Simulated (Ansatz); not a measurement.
ZnS:
```
ZnS
1.0
    0.00000     2.69451     2.69451
    2.69451     0.00000     2.69451
    2.69451     2.69451     0.00000
S Zn
1 1
Direct
  0.75000   0.75000   0.75000
  0.00000   0.00000   0.00000
```

Relaxed with r²SCAN. Special points in fractions of this cell's reciprocal vectors: Γ (0.000, 0.000, 0.000); X (0.500, 0.000, 0.500); U (0.625, 0.250, 0.625); K (0.375, 0.375, 0.750); L (0.500, 0.500, 0.500); W (0.500, 0.250, 0.750).

Problem. List the band energies nearest the valence-band maximum at these points for plane-wave PAW r²SCAN (Ansatz code).

Solution. In eV from the valence-band maximum; about four levels below and three above (degenerate sets whole), none deeper than 8.9 eV; points with the same levels are listed once.

```json
[
 {"k": "Γ", "below": "-5.98 -5.98 0.00 0.00 0.00", "above": "2.70 6.86 6.86 6.86"},
 {"k": "X", "below": "-5.76 -4.65 -2.31 -2.31", "above": "3.71 4.47 11.80"},
 {"k": "U", "below": "-5.63 -4.72 -3.23 -1.88", "above": "4.49 6.44 9.95"},
 {"k": "L", "below": "-5.78 -5.45 -0.90 -0.90", "above": "3.82 7.36 7.36"},
 {"k": "W", "below": "-5.57 -4.68 -2.85 -2.82", "above": "6.03 6.62 8.47"}
]
```

Space group F-43m (zinc blende). The r²SCAN relaxation kept the symmetry of its start.

Potentials: the later of the program's two PAW sets.
